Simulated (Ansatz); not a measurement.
# Computed properties of Li

```
Li
1.0
    -1.75000    1.75000    1.75000
     1.75000   -1.75000    1.75000
     1.75000    1.75000   -1.75000
Li
1
Direct
  0.00000 0.00000 0.00000
```

Structure: COD 9011628, as refined from experiment and not relaxed.

These are results of DFT, LDA, all-electron LAPW, scalar-relativistic in Ansatz 0.2.0, not measurements.

The runs use a Γ-centred 13×13×13 k mesh, Fermi–Dirac smearing of 0.05 eV, basis error target 0.25 meV/atom, no spin polarisation.

```json
{
  "Pressure at this cell": "-1.49 GPa",
  "Band gap": "none: with an odd electron count and no spin polarisation the bands can't all be full, a metal in this set-up (spin order or a larger cell could open a gap)",
  "Density of states at the Fermi level (0.2 eV bin)": "0.53 states/eV per cell",
  "Volume per atom": "21.44 Å³"
}
```
